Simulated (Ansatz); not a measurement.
MgS:
```yaml
crystal:
  lattice:
    - [6.87628, 0.00000, 0.00000]
    - [0.00000, 6.87628, 0.00000]
    - [0.00000, 0.00000, 4.08073]
  atoms:
    - { symbol: Mg, position: [0.32684, 0.67316, 0.00000] }
    - { symbol: Mg, position: [0.67316, 0.32684, 0.00000] }
    - { symbol: Mg, position: [0.82684, 0.82684, 0.50000] }
    - { symbol: Mg, position: [0.17316, 0.17316, 0.50000] }
    - { symbol: S, position: [0.31207, 0.31207, 0.00000] }
    - { symbol: S, position: [0.68793, 0.68793, 0.00000] }
    - { symbol: S, position: [0.18793, 0.81207, 0.50000] }
    - { symbol: S, position: [0.81207, 0.18793, 0.50000] }
```

Relaxed with PBE. Special points in fractions of this cell's reciprocal vectors: Γ (0.000, 0.000, 0.000); X (0.000, 0.500, 0.000); M (0.500, 0.500, 0.000); Z (0.000, 0.000, 0.500); R (0.000, 0.500, 0.500); A (0.500, 0.500, 0.500).

List the band energies nearest the valence-band maximum at these points for PBE (plane waves, PAW; program Ansatz).

In eV from the valence-band maximum; about four levels below and three above (degenerate sets whole), none deeper than 8.9 eV; points with the same levels are listed once.

```
k                    below                above
-  -----------------------  -------------------
Γ   -0.28 -0.06 -0.06 0.00  3.35 4.75 5.03 5.03
X  -0.40 -0.40 -0.35 -0.35  4.80 4.80 5.09 5.09
M  -0.59 -0.59 -0.56 -0.56  4.93 4.93 5.57 5.57
Z  -0.90 -0.90 -0.84 -0.84  5.15 5.15 6.61 6.61
R  -0.74 -0.74 -0.43 -0.43  5.07 5.07 5.48 5.48
A  -0.66 -0.66 -0.51 -0.51  4.51 4.51 4.88 4.88
```

Space group P4_2/mnm. The start of the workflow was typed in or built on a structure type; neither database checked (COD, Materials Project) lists it. COD files the formula under space group No. 225. Its standing as an ambient phase is unchecked. The cell was relaxed with PBE under the symmetry of its start; whether a distortion lowers the energy is not shown.

Potentials: the earlier of the program's two PAW sets.
